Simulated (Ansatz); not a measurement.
NbHO3:
```yaml
crystal:
  lattice:
    - [3.81653, 0.00000, 0.00000]
    - [0.00000, 4.10136, 0.00000]
    - [0.00000, 0.00000, 4.06639]
  atoms:
    - { symbol: Nb, position: [0.50000, 0.50000, 0.43537] }
    - { symbol: O, position: [0.50000, 0.00000, 0.53978] }
    - { symbol: O, position: [0.00000, 0.50000, 0.50407] }
    - { symbol: O, position: [0.50000, 0.50000, 0.99880] }
    - { symbol: H, position: [0.50000, 0.00000, 0.77853] }
```

Relaxed with r²SCAN. Special points in fractions of this cell's reciprocal vectors: Γ (0.000, 0.000, 0.000); X (0.500, 0.000, 0.000); S (0.500, 0.500, 0.000); Y (0.000, 0.500, 0.000); Z (0.000, 0.000, 0.500); U (0.500, 0.000, 0.500); R (0.500, 0.500, 0.500); T (0.000, 0.500, 0.500).

Problem. List the band energies nearest the valence-band maximum at these points for the program Ansatz at the r²SCAN level (PAW).

Solution. In eV from the valence-band maximum; about four levels below and three above (degenerate sets whole), none deeper than 8.9 eV; points with the same levels are listed once.

```json
[
 {"k": "Γ", "below": "-1.99 -1.34 -1.29 -1.00", "above": "2.14 3.62 3.96"},
 {"k": "X", "below": "-2.84 -2.84 -2.31 -1.87 -1.55", "above": "3.68 5.10 5.30"},
 {"k": "S", "below": "-2.72 -1.71 -1.69 -0.60", "above": "3.25 5.38 5.51"},
 {"k": "Y", "below": "-1.99 -1.72 -1.52 -1.32", "above": "3.27 3.60 3.97"},
 {"k": "Z", "below": "-2.13 -1.50 -0.98 -0.84", "above": "2.18 5.09 5.36"},
 {"k": "U", "below": "-2.80 -2.56 -2.03 -0.01", "above": "5.09 5.13 6.02"},
 {"k": "R", "below": "-4.34 -2.53 -0.60 0.00", "above": "4.54 5.32 6.04"},
 {"k": "T", "below": "-2.62 -1.47 -1.42 -0.94", "above": "3.58 4.51 5.38"}
]
```

Space group Pmm2. The start of the workflow was typed in or built on a structure type; neither database checked (COD, Materials Project) lists it. Its standing as an ambient phase is unchecked. The r²SCAN relaxation kept the symmetry of its start; its stability against distortions is not shown here. The workflow began spin-polarised and lost its moments. The cell computed holds one magnetic atom, so no antiferromagnetic order was within reach. Scalar-relativistic: spin–orbit coupling is off unless named, which matters more the heavier the elements.

Potentials: the earlier of the program's two PAW sets.
